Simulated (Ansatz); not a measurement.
TePt in space group Cmcm (No. 63; Te on 4c, Pt on 4c) under volume change, plane-wave PAW r²SCAN (Ansatz code), shape and atoms relaxed at each volume.

```csv
V (Å³/atom),E − E(relaxed) (meV/atom),P (GPa)
19.635,30.9,8.58
20.262,7.0,3.77
20.888,0.0,0.00
21.515,(withheld),(withheld)
22.142,(withheld),(withheld)
```

Task: Fill in the missing entries.

Result: 
- 22.142, E − E(relaxed) (meV/atom): 20.8
- 22.142, P (GPa): -4.61
- 21.515, E − E(relaxed) (meV/atom): 5.9
- 21.515, P (GPa): -2.84

Task: What does a third-order Birch–Murnaghan fit give for V₀, B₀ and B′?

Result: V₀ = 20.89 Å³/atom, B₀ = 106 GPa, B′ = 9.2.

The start of the workflow was typed in or built on a structure type; neither database checked (COD, Materials Project) lists it. COD files the formula under space group No. 166, 194, so this cell is another polymorph or a model. Whether it is the stable phase at ambient conditions was not checked. The cell was relaxed with r²SCAN under the symmetry of its start; its stability against distortions is not shown here. No spin polarisation was allowed. Scalar-relativistic: spin–orbit coupling is off unless named, which matters more the heavier the elements.

Potentials: the earlier of the program's two PAW sets.
